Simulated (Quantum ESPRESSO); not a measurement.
```cif
data_CaI2
_chemical_formula_sum 'Ca1 I2'
_space_group_name_H-M_alt 'P-3m1'
_space_group_IT_number 164
_space_group_name_Hall '-P 3 2"'
_cell_length_a 4.43220
_cell_length_b 4.43220
_cell_length_c 6.91955
_cell_angle_alpha 90.000
_cell_angle_beta 90.000
_cell_angle_gamma 120.000
loop_
_atom_site_label
_atom_site_type_symbol
_atom_site_symmetry_multiplicity
_atom_site_Wyckoff_symbol
_atom_site_fract_x
_atom_site_fract_y
_atom_site_fract_z
_atom_site_occupancy
Ca1 Ca 1 a 0.00000 0.00000 0.00000 1
I1 I 2 d 0.33333 0.66667 0.25745 1
```

Cell and atoms were relaxed with PBE+D3(BJ) from Materials Project entry mp-30031, within its symmetry.

Problem. What does PBEsol (pw.x of Quantum ESPRESSO, ONCV potentials, with spin-orbit coupling) give for the electronic structure near the Fermi level?

Solution. The PBEsol gap is indirect, 3.03 eV, from Γ to M; the smallest direct gap is 3.77 eV.
